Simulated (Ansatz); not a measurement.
MoS$_{2}$ in space group P6_3/mmc (No. 194; Mo on 2b, S on 4f), the program Ansatz at the LDA level (PAW). The conduction-band minimum lies on the K–Γ line, 44 % of the way from K, with 6 equivalent valleys. Second derivatives d²E/dk² of the lowest band at one valley (eV·Å²), along Cartesian directions:

| direction | d²E/dk² |
|---|---|
| [100] | 10.42 |
| [010] | 12.10 |
| [001] | 16.93 |
| [110] | 12.63 |
| [101] | 13.68 |
| [011] | 14.52 |

Task: Find the principal effective masses, the density-of-states mass and the conductivity mass.

Result: Off-diagonal terms follow from H_xy = H[110] − (H_xx + H_yy)/2, and m*/mₑ = 7.620 eV·Å² over each eigenvalue: 0.45, 0.59, 0.79. One valley's DOS mass (m₁m₂m₃)^(1/3) = 0.59, conductivity mass 3/(Σ 1/mᵢ) = 0.58 mₑ.

Task: What effective density of states Nc follows at 300 K for parabolic valleys?

Result: Nc = 2.509e19 × 6 × (0.59)^(3/2) ≈ 6.8e19 cm⁻³.

Task: With the computed static dielectric constant 12.8 (mean of the diagonal), estimate a hydrogenic donor's binding energy and radius.

Result: E = 13.606 eV × 0.58/12.8² ≈ 48 meV; a = 0.529 Å × ε/m* ≈ 12 Å. Semilocal masses tend to be too small where the gap is.

The workflow started from a Materials Project entry (that database holds measured and hypothetical structures alike). Its sites differ from those of the usual phase in this space group: another stacking or structure type. The LDA relaxation kept the symmetry of its start; phonons on a q-mesh show no instability. No spin polarisation was allowed. A crystal of weakly bound layers computed without a dispersion correction: the cell and the soft elastic constants depend strongly on that. Scalar-relativistic: spin–orbit coupling is off unless named, which matters more the heavier the elements.

Potentials: the earlier of the program's two PAW sets.
